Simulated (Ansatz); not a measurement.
Zn$_{4}$TeS$_{3}$:
```cif
data_S3TeZn4
_chemical_formula_sum 'Zn4 S3 Te1'
_space_group_name_H-M_alt 'P 1'
_space_group_IT_number 1
_cell_length_a 3.92768
_cell_length_b 3.92768
_cell_length_c 10.99432
_cell_angle_alpha 90.000
_cell_angle_beta 90.000
_cell_angle_gamma 90.000
loop_
_space_group_symop_operation_xyz
  'x, y, z'
loop_
_atom_site_label
_atom_site_type_symbol
_atom_site_fract_x
_atom_site_fract_y
_atom_site_fract_z
_atom_site_occupancy
Zn1 Zn 0.50000 0.00000 0.84946 1
S1 S 0.50000 0.50000 0.73271 1
Zn2 Zn 0.00000 0.50000 0.61612 1
S2 S 0.00000 0.00000 0.50000 1
Zn3 Zn 0.50000 0.00000 0.38388 1
S3 S 0.50000 0.50000 0.26729 1
Zn4 Zn 0.00000 0.50000 0.15054 1
Te1 Te 0.00000 0.00000 0.00000 1
```

Relaxed with PBEsol.

Q: Decompose the optical modes at the zone centre into irreducible representations, and say which are infrared and Raman allowed.

A: Point group -42m: Γ_opt = 3A1 + 4B2 + 7E. Infrared: B2, E. Raman: A1, B2, E.

Q: Assign frequencies (DFPT, the program Ansatz at the PBEsol level (PAW); without the LO–TO term).

A: E 54, E 74, E 87, B2 116, A1 138, E 194, A1 200, B2 209, E 268, B2 271, E 282, E 299, B2 307, A1 312 cm⁻¹.

Subscripts of B labels follow the axes of the standard setting.

Space group P-4m2. The start of the workflow was typed in or built on a structure type; neither database checked (COD, Materials Project) lists it. Whether it is the stable phase at ambient conditions was not checked. Symmetry was held in the PBEsol relaxation; whether a distortion lowers the energy is not shown. Scalar-relativistic: spin–orbit coupling is off unless named, which matters more the heavier the elements.

Potentials: the earlier of the program's two PAW sets. The files were generated under PBE; for other functionals the program regenerates the frozen cores, and for LDA and PBEsol the local potential too.
